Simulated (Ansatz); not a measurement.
**What U does to GdCd2 (P6/mmm)**

The geometry is a structure from the Materials Project, held fixed and not relaxed.

Common settings: PBEsol, 8×8×10 k mesh, Fermi–Dirac smearing of 0.03 eV. PAW means Ansatz 0.2.0 on its default frozen-core files; LAPW is all-electron LAPW in Ansatz 0.2.0. Site moments are integrated in spheres about the atoms, whose radii differ between the methods.

The first input and its command:

```yaml
crystal:
  lattice:
    - [4.9646396048, 0.0, 0.0]
    - [-2.4823198024, 4.2995040184, 0.0]
    - [0.0, 0.0, 3.4808024]
  atoms:
    - { symbol: Gd, position: [0.0, 0.0, 0.0], spin: 7.0 }
    - { symbol: Cd, position: [0.6666666667, 0.3333333333, 0.5] }
    - { symbol: Cd, position: [0.3333333333, 0.6666666667, 0.5] }
magnetization:
  spin_polarized: true
kpoints:
  mp_grid: { grid: [8, 8, 10] }
scf:
  occupations: { method: fermi_dirac, width: 0.03 }
hamiltonian:
  xc: pbesol
  pseudopotentials: { kind: paw }
output:
  forces: true
  stress: true
  eigenvalues: true
  hubbard: { sites: [{ species: Gd, l: f }] }
  populations: true
```

Command: `ansatz run input.yaml --threads 2 --pin off --max-ram 6144MiB --backend cpu --events-out ev --progress --plain --runs-dir out`

The input for «U = 6 eV on Gd f» by LAPW differs from it in these lines, output keys apart:

```diff
-  pseudopotentials: { kind: paw }
+  pseudopotentials: { kind: all_electron, lapw: { basis_error: 0.001 } }
+  hubbard: { sites: [{ species: Gd, l: f, u_eff: 6 }] }
```

U is Dudarev's effective value on Löwdin-orthogonalised free-atom orbitals with fully localised double counting, unless a row says otherwise (a row with U and J takes Liechtenstein's form); the search for lower states is left at its default. Gaps are Kohn–Sham gaps on the k mesh over both spins.

```
             run  largest site moment PAW (μB)  largest site moment LAPW (μB)  gap PAW (eV)  gap LAPW (eV)  Gd f electrons PAW  electrons LAPW  P PAW (GPa)  P LAPW (GPa)
            no U                          7.13                           7.11         metal          metal                7.15            7.15         -2.5          -2.5
U = 3 eV on Gd f                          7.27                              –         metal              –                7.03               –         -2.6             –
U = 6 eV on Gd f                          7.30                           7.28         metal          metal                7.01            7.01         -2.5          -2.5
U = 8 eV on Gd f                          7.30                              –         metal              –                7.01               –         -2.5             –
```

The PAW files were made with PBE; the program remakes their cores once for the run's functional and then keeps them frozen. Spin–orbit coupling is left out although heavy atoms are present. With open f shells a run can end in a state that isn't the lowest. None of this fixes the real material's magnetic order: only patterns that fit the cell were computed, at zero temperature, with a functional that can overstate moments.
